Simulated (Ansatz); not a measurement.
An elastic tensor (GPa, Voigt order, standard axes) from PBEsol (plane waves, PAW; program Ansatz):

|  | 1 | 2 | 3 | 4 | 5 | 6 |
|---|---|---|---|---|---|---|
| 1 | 138 | 39.5 | 39.5 | 0.0 | 0.0 | 0.0 |
| 2 | 39.5 | 138 | 39.5 | 0.0 | 0.0 | 0.0 |
| 3 | 39.5 | 39.5 | 138 | 0.0 | 0.0 | 0.0 |
| 4 | 0.0 | 0.0 | 0.0 | 45.2 | 0.0 | 0.0 |
| 5 | 0.0 | 0.0 | 0.0 | 0.0 | 45.2 | 0.0 |
| 6 | 0.0 | 0.0 | 0.0 | 0.0 | 0.0 | 45.2 |

Problem. Which compound is it?
A. KMgF3, cubic perovskite
B. EuO, rock salt
C. Al2Pt, fluorite or antifluorite type

Solution. A, KMgF3, cubic perovskite

Space group Pm-3m (cubic perovskite). The PBEsol relaxation kept the symmetry of its start; of distortions, only those at the zone centre were tested.

Potentials: the later of the program's two PAW sets.
